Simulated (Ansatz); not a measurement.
AlRu2C:
```
AlRu2C
1.0
    2.90442     0.00000     0.00000
   -1.45221     2.51530     0.00000
    0.00000     0.00000    13.35856
Al Ru C
2 4 2
Direct
  0.66667   0.33333   0.25000
  0.33333   0.66667   0.75000
  0.33333   0.66667   0.40496
  0.66667   0.33333   0.59504
  0.66667   0.33333   0.90496
  0.33333   0.66667   0.09504
  0.00000   0.00000   0.50000
  0.00000   0.00000   0.00000
```

Relaxed with PBE. Special points in fractions of this cell's reciprocal vectors: Γ (0.000, 0.000, 0.000); M (0.500, 0.000, 0.000); K (0.333, 0.333, 0.000); A (0.000, 0.000, 0.500); L (0.500, 0.000, 0.500); H (0.333, 0.333, 0.500).

### Question
List the band energies nearest the Fermi level at these points for DFT-PBE in the program Ansatz with PAW potentials.

### Answer
In eV from the Fermi level; about four levels below and three above (degenerate sets whole), none deeper than 8.9 eV; points with the same levels are listed once.

```csv
k,below,above
Γ,-0.84 -0.84 -0.76 -0.76,1.09 1.35 4.08 4.08
M,-0.95 -0.86 -0.74 -0.53,0.32 0.35 0.59
K,-0.69 -0.69 -0.02 -0.02,0.60 0.86 0.86
A,-0.80 -0.80 -0.80 -0.80,1.22 1.22 4.13 4.13 4.13 4.13
L,-1.04 -1.04 -0.86 -0.86,0.12 0.12 0.33 0.33
H,-2.75 -2.75 -0.72 -0.72,0.08 0.08 0.80 0.80
```

Space group P6_3/mmc. The start of the workflow was typed in or built on a structure type; neither database checked (COD, Materials Project) lists it. Its standing as an ambient phase is unchecked. Symmetry was held in the PBE relaxation; its stability against distortions is not shown here. No spin polarisation was allowed. Spin–orbit coupling is left out wherever it is not named.

Potentials: the earlier of the program's two PAW sets.
